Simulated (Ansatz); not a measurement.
# Y3Ge: from a starting cell to a relaxed one

The relaxed structure here is a generated cell of Y3Ge: the first start was made by placing the elements on the sites of a structure type, and the end was not matched to a known phase here, so it may be hypothetical.

The start is a generated trial cell of Y3Ge in the cementite structure type. Cell shape, volume and atoms are optimised at zero target pressure with r2SCAN (plane waves to 500 eV, PAW, scalar-relativistic; Ansatz, a first-principles code). The first steps use a coarse 3×2×3 k-mesh.

Input geometry:
```
Y3Ge
1.0
    7.84368     0.00000     0.00000
    0.00000    10.39865     0.00000
    0.00000     0.00000     6.96993
Y Ge
12 4
Direct
  0.03600   0.25000   0.85200
  0.53600   0.25000   0.64800
  0.96400   0.75000   0.14800
  0.46400   0.75000   0.35200
  0.18600   0.06300   0.32800
  0.68600   0.43700   0.17200
  0.81400   0.56300   0.67200
  0.31400   0.93700   0.82800
  0.81400   0.93700   0.67200
  0.31400   0.56300   0.82800
  0.18600   0.43700   0.32800
  0.68600   0.06300   0.17200
  0.39000   0.25000   0.05000
  0.89000   0.25000   0.45000
  0.61000   0.75000   0.95000
  0.11000   0.75000   0.55000
```

Problem. How large is the pressure on the unrelaxed cell, and of which sign?

Solution. -8 GPa (negative: the cell is under tension).

Problem. What is the largest force in the starting geometry, and on which atom (counted from 1)?

Solution. About 0.5 eV/Å, on Ge13, Ge14, Ge15, Ge16 (atoms numbered as listed).

Problem. How do the shortest distances between atoms change?

Solution. The closest pairs of elements (up to four, under 3.6 Å), start → end: Ge–Y 3.03 → 2.96 Å; Y–Y 3.86 → 3.50 Å.

Problem. Is the relaxed structure metallic? Give its gap.

Solution. Zero (metallic).

Problem. Write out the relaxed structure.

Solution. 
Space group Pnma (No. 62); a = 7.721 Å, b = 9.268 Å, c = 6.361 Å, α = 90.00°, β = 90.00°, γ = 90.00°

| atom | site | symmetry | x | y | z |
|---|---|---|---|---|---|
| Y | 4c | .m. | 0.0305 | 0.2500 | 0.8672 |
| Y | 8d | 1 | 0.1772 | 0.0573 | 0.3496 |
| Ge | 4c | .m. | 0.3766 | 0.2500 | 0.0664 |

The space group stays Pnma (No. 62) (the run could not lower it); the end is AFLOW prototype AB3_oP16_62_c_cd (D0_11, as in Fe3C), with 16 atoms in the primitive cell. Final values are on a 5×4×6 k-mesh of the relaxed cell. No spin polarisation in the result.

The run could not lose the symmetry of its start, so the end can be a saddle point.
